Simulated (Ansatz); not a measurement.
N:
```yaml
crystal:
  lattice:
    - [4.05731, 0.00000, 0.00000]
    - [0.00000, 4.05731, 0.00000]
    - [0.00000, 0.00000, 5.23779]
  atoms:
    - { symbol: N, position: [0.09524, 0.09524, 0.00000] }
    - { symbol: N, position: [0.59524, 0.40476, 0.50000] }
    - { symbol: N, position: [0.40476, 0.59524, 0.50000] }
    - { symbol: N, position: [0.90476, 0.90476, 0.00000] }
```

Relaxed with r²SCAN+D4. Special points in fractions of this cell's reciprocal vectors: Γ (0.000, 0.000, 0.000); X (0.000, 0.500, 0.000); M (0.500, 0.500, 0.000); Z (0.000, 0.000, 0.500); R (0.000, 0.500, 0.500); A (0.500, 0.500, 0.500).

Task: List the band energies nearest the valence-band maximum at these points for plane-wave PAW r²SCAN+D4 (Ansatz code).

Result: In eV from the valence-band maximum; about four levels below and three above (degenerate sets whole), none deeper than 8.9 eV; points with the same levels are listed once.

```csv
k,below,above
Γ,-1.34 -1.34 -1.23 -1.02 -0.19,7.67 8.67 9.04 9.04
X,-1.55 -1.55 -0.23 -0.23,8.81 8.81 8.82 8.82
M,-1.50 -1.50 -0.04 -0.04,8.56 8.56 9.64 9.64
Z,-1.35 -1.35 -0.41 -0.41,8.14 8.14 9.02 9.02
R,-1.33 -1.33 -0.29 -0.29,8.40 8.40 9.16 9.16
A,-1.55 -1.55 0.00 0.00,8.59 8.59 9.64 9.64
```

Space group P4_2/mnm. The start of the workflow was typed in or built on a structure type; the Crystallography Open Database copy checked does not list it. It is not the usual solid phase (space group No. 205). The cell was relaxed with r²SCAN+D4 under the symmetry of its start; its stability against distortions is not shown here. The substance is a gas or liquid at ambient conditions.

Potentials: the later of the program's two PAW sets.
